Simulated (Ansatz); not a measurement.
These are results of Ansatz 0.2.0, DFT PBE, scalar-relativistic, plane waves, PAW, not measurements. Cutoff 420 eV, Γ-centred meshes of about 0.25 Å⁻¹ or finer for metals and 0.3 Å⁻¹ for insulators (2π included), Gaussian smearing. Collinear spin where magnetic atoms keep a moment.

Relaxed structures of Ti₂Cl, with energies over the first row. Coordination counts Cl atoms around Ti (those within 1.25 times the shortest such distance or 1.15 times the sum of covalent radii; a plus sign parts nearer from farther groups; the shortest distance is added where it exceeds 1.18 times the sum of covalent radii; a slash parts the counts of unlike sites).

| # | form | sites | V (Å³/atom) | coordination | ΔE (meV/atom) | moments |
| --- | --- | --- | --- | --- | --- | --- |
| 1 | P-3m1 | Ti 2c, 2d; Cl 2d | 20.0 | Ti 3/3+3 from 4.3 Å | 0 | no moments |
| 2 | P6_3/mmc | Ti 4f; Cl 2b | 16.7 | Ti 3 | 207 | no moments |

A further structure, relaxed alike (no moments):

```cif
data_structure
_symmetry_space_group_name_H-M 'R-3m:H'
_symmetry_Int_Tables_number 166
_cell_length_a 3.1255
_cell_length_b 3.1255
_cell_length_c 42.5909
_cell_angle_alpha 90.000
_cell_angle_beta 90.000
_cell_angle_gamma 120.000
_cell_volume 360.31
loop_
_atom_site_label
_atom_site_type_symbol
_atom_site_symmetry_multiplicity
_atom_site_Wyckoff_symbol
_atom_site_fract_x
_atom_site_fract_y
_atom_site_fract_z
_atom_site_occupancy
Ti1 Ti 6 c 0.66667 0.33333 0.92252 1
Ti2 Ti 6 c 0.33333 0.66667 0.97358 1
Cl1 Cl 6 c 0.00000 0.00000 0.88365 1
```

Question: Where does it fall in the ranking, and at what energy?

Answer: It is the lowest, 26 meV/atom below row 1, with space group R-3m (No. 166) and 20.0 Å³/atom. Counting Cl atoms around Ti, this cell has Ti 3/3+3 from 4.2 Å and row 1 has Ti 3/3+3 from 4.3 Å. Ti on its first site is surrounded by 3 Cl at 2.45 Å, 3 Ti at 2.83 Å and 6 Ti at 3.13 Å; around Ti on its second site lie 6 Ti at 2.83–2.88 Å and 6 Ti at 3.13 Å; Cl has 3 Ti at 2.45 Å.

The k mesh leaves some 4 meV/atom of noise in the energy of each metallic cell. No dispersion correction is applied, so the spacing and binding between layers, chains or molecules are poorly described (R-3m, P-3m1), and this can change margins and order among such cells. Trial moments fell under 0.15 μB along the way in R-3m, P-3m1 and P6_3/mmc; another start might hold them. Cells relaxed within their symmetry can be saddle points. Some candidate types were left out of the draw beforehand, so a known form may be missing.
